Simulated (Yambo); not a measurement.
# Optical response of NH4I

```
CELL_PARAMETERS angstrom
      6.14945     0.00000     0.00000
      0.00000     6.14945     0.00000
      0.00000     0.00000     4.41368
ATOMIC_POSITIONS crystal
  H  0.36244 0.50000 0.13469
  H  0.00000 0.86244 0.13469
  H  0.63756 0.50000 0.13469
  H  0.00000 0.13756 0.13469
  H  0.86244 0.00000 0.86531
  H  0.50000 0.63756 0.86531
  H  0.13756 0.00000 0.86531
  H  0.50000 0.36244 0.86531
  N  0.50000 0.50000 0.00000
  N  0.00000 0.00000 0.00000
  I  0.00000 0.50000 0.45147
  I  0.50000 0.00000 0.54853
```

Yambo, RPA with local fields on PBEsol bands; 4×4×4 mesh, 113 bands, 3 Ry local-field block, 0.2 eV broadening; field along z.

```json
[
 {"E (eV)": "0.0", "Im ε": "0.00", "Re ε": "3.11", "Im ε, independent particles": "0.00"},
 {"E (eV)": "0.4", "Im ε": "0.01", "Re ε": "3.12", "Im ε, independent particles": "0.01"},
 {"E (eV)": "0.8", "Im ε": "0.01", "Re ε": "3.13", "Im ε, independent particles": "0.02"},
 {"E (eV)": "1.1", "Im ε": "0.02", "Re ε": "3.16", "Im ε, independent particles": "0.03"},
 {"E (eV)": "1.5", "Im ε": "0.03", "Re ε": "3.21", "Im ε, independent particles": "0.04"},
 {"E (eV)": "1.9", "Im ε": "0.04", "Re ε": "3.27", "Im ε, independent particles": "0.06"},
 {"E (eV)": "2.2", "Im ε": "0.05", "Re ε": "3.36", "Im ε, independent particles": "0.08"},
 {"E (eV)": "2.6", "Im ε": "0.08", "Re ε": "3.48", "Im ε, independent particles": "0.11"},
 {"E (eV)": "3.0", "Im ε": "0.12", "Re ε": "3.65", "Im ε, independent particles": "0.16"},
 {"E (eV)": "3.4", "Im ε": "0.24", "Re ε": "3.92", "Im ε, independent particles": "0.30"},
 {"E (eV)": "3.8", "Im ε": "0.54", "Re ε": "3.95", "Im ε, independent particles": "0.64"},
 {"E (eV)": "4.1", "Im ε": "0.69", "Re ε": "4.45", "Im ε, independent particles": "0.88"},
 {"E (eV)": "4.5", "Im ε": "1.24", "Re ε": "4.07", "Im ε, independent particles": "1.53"},
 {"E (eV)": "4.9", "Im ε": "1.29", "Re ε": "4.07", "Im ε, independent particles": "1.70"},
 {"E (eV)": "5.2", "Im ε": "1.76", "Re ε": "4.68", "Im ε, independent particles": "2.66"},
 {"E (eV)": "5.6", "Im ε": "2.69", "Re ε": "4.81", "Im ε, independent particles": "4.52"},
 {"E (eV)": "6.0", "Im ε": "4.76", "Re ε": "4.30", "Im ε, independent particles": "8.03"},
 {"E (eV)": "6.4", "Im ε": "3.87", "Re ε": "1.78", "Im ε, independent particles": "5.61"},
 {"E (eV)": "6.8", "Im ε": "2.87", "Re ε": "1.67", "Im ε, independent particles": "4.81"},
 {"E (eV)": "7.1", "Im ε": "2.42", "Re ε": "2.02", "Im ε, independent particles": "4.68"},
 {"E (eV)": "7.5", "Im ε": "2.50", "Re ε": "2.46", "Im ε, independent particles": "5.65"},
 {"E (eV)": "7.9", "Im ε": "3.05", "Re ε": "2.16", "Im ε, independent particles": "4.69"},
 {"E (eV)": "8.2", "Im ε": "3.31", "Re ε": "1.68", "Im ε, independent particles": "4.47"},
 {"E (eV)": "8.6", "Im ε": "3.19", "Re ε": "1.27", "Im ε, independent particles": "3.52"},
 {"E (eV)": "9.0", "Im ε": "3.16", "Re ε": "1.19", "Im ε, independent particles": "3.20"},
 {"E (eV)": "9.4", "Im ε": "3.23", "Re ε": "0.39", "Im ε, independent particles": "2.21"},
 {"E (eV)": "9.8", "Im ε": "2.61", "Re ε": "0.00", "Im ε, independent particles": "1.20"},
 {"E (eV)": "10.1", "Im ε": "2.32", "Re ε": "-0.04", "Im ε, independent particles": "1.10"},
 {"E (eV)": "10.5", "Im ε": "2.23", "Re ε": "-0.62", "Im ε, independent particles": "0.88"},
 {"E (eV)": "10.9", "Im ε": "1.21", "Re ε": "-0.40", "Im ε, independent particles": "0.61"},
 {"E (eV)": "11.2", "Im ε": "0.96", "Re ε": "-0.07", "Im ε, independent particles": "0.66"},
 {"E (eV)": "11.6", "Im ε": "1.00", "Re ε": "0.08", "Im ε, independent particles": "0.83"},
 {"E (eV)": "12.0", "Im ε": "0.72", "Re ε": "0.16", "Im ε, independent particles": "0.59"},
 {"E (eV)": "12.4", "Im ε": "0.70", "Re ε": "0.42", "Im ε, independent particles": "0.64"},
 {"E (eV)": "12.8", "Im ε": "0.73", "Re ε": "0.57", "Im ε, independent particles": "0.82"},
 {"E (eV)": "13.1", "Im ε": "0.76", "Re ε": "0.66", "Im ε, independent particles": "0.98"},
 {"E (eV)": "13.5", "Im ε": "0.80", "Re ε": "0.65", "Im ε, independent particles": "1.07"},
 {"E (eV)": "13.9", "Im ε": "0.72", "Re ε": "0.76", "Im ε, independent particles": "1.07"},
 {"E (eV)": "14.2", "Im ε": "0.75", "Re ε": "0.74", "Im ε, independent particles": "1.17"},
 {"E (eV)": "14.6", "Im ε": "0.85", "Re ε": "0.90", "Im ε, independent particles": "1.67"},
 {"E (eV)": "15.0", "Im ε": "0.95", "Re ε": "0.81", "Im ε, independent particles": "1.68"},
 {"E (eV)": "15.4", "Im ε": "0.94", "Re ε": "0.77", "Im ε, independent particles": "1.42"},
 {"E (eV)": "15.8", "Im ε": "0.95", "Re ε": "0.62", "Im ε, independent particles": "1.33"},
 {"E (eV)": "16.1", "Im ε": "0.86", "Re ε": "0.58", "Im ε, independent particles": "1.27"},
 {"E (eV)": "16.5", "Im ε": "0.85", "Re ε": "0.58", "Im ε, independent particles": "1.42"},
 {"E (eV)": "16.9", "Im ε": "0.77", "Re ε": "0.55", "Im ε, independent particles": "1.18"},
 {"E (eV)": "17.2", "Im ε": "0.77", "Re ε": "0.65", "Im ε, independent particles": "1.14"},
 {"E (eV)": "17.6", "Im ε": "0.78", "Re ε": "0.57", "Im ε, independent particles": "0.84"},
 {"E (eV)": "18.0", "Im ε": "0.77", "Re ε": "0.41", "Im ε, independent particles": "0.65"},
 {"E (eV)": "18.4", "Im ε": "0.58", "Re ε": "0.47", "Im ε, independent particles": "0.60"},
 {"E (eV)": "18.8", "Im ε": "0.49", "Re ε": "0.52", "Im ε, independent particles": "0.55"},
 {"E (eV)": "19.1", "Im ε": "0.49", "Re ε": "0.65", "Im ε, independent particles": "0.62"},
 {"E (eV)": "19.5", "Im ε": "0.55", "Re ε": "0.57", "Im ε, independent particles": "0.53"},
 {"E (eV)": "19.9", "Im ε": "0.44", "Re ε": "0.64", "Im ε, independent particles": "0.49"}
]
```

Structure narrower than a few tenths of an eV can come from the finite k mesh. Convergence of the RPA response with its 4×4×4 mesh was not tested. No excitonic effects at this level.

Spin-orbit coupling is left out, which matters for elements this heavy: edges can move by tenths of an eV.

Geometry of the Materials Project entry, not relaxed at this level.

The structure is a Materials Project entry; no match was found in the copy of COD used, and its stability was not checked.

The distance between layers or molecules is the database entry's, not relaxed here. Functionals without dispersion can leave it too large, which widens gaps and weakens the response across layers: the numbers belong to this cell.
